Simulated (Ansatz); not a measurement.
TiO$_{2}$:
```xyz
12
Lattice="6.0942 1.8665 0.0000 -6.0942 1.8665 0.0000 -1.9188 0.0000 6.2736" Properties=species:S:1:pos:R:3 pbc="T T T"
Ti     2.3475     1.8665     4.4999
Ti    -4.2662     1.8665     1.7737
Ti    -6.2296     1.8665     4.4519
Ti     4.3108     1.8665     1.8217
O     -6.0942     1.8665     2.3242
O      4.1754     1.8665     3.9494
O      0.3334     1.8665     4.4280
O     -2.2522     1.8665     1.8456
O     -4.4800     1.8665     0.0231
O      2.5613     1.8665     6.2505
O      2.2110     1.8665     2.1770
O     -4.1298     1.8665     4.0966
```

Relaxed with r²SCAN.

**Question.** Give the Bader charges and basin volumes of the independent atoms, DFT-r²SCAN in the program Ansatz with PAW potentials.

**Answer.** 

```json
[
 {"atom": "Ti1", "Bader charge (e)": "+2.34", "Bader volume (Å³)": "7.1"},
 {"atom": "Ti3", "Bader charge (e)": "+2.36", "Bader volume (Å³)": "7.0"},
 {"atom": "O5", "Bader charge (e)": "-1.19", "Bader volume (Å³)": "14.3"},
 {"atom": "O7", "Bader charge (e)": "-1.19", "Bader volume (Å³)": "13.2"},
 {"atom": "O9", "Bader charge (e)": "-1.08", "Bader volume (Å³)": "16.5"},
 {"atom": "O11", "Bader charge (e)": "-1.25", "Bader volume (Å³)": "12.4"}
]
```

Space group C2/m. The workflow started from a Materials Project entry (that database holds measured and hypothetical structures alike); the Crystallography Open Database copy checked does not list it. It is not the phase usual at ambient conditions (space group No. 61, 136, 141). Symmetry was held in the r²SCAN relaxation; its stability against distortions is not shown here. The run is not spin-polarised.

Potentials: the later of the program's two PAW sets.
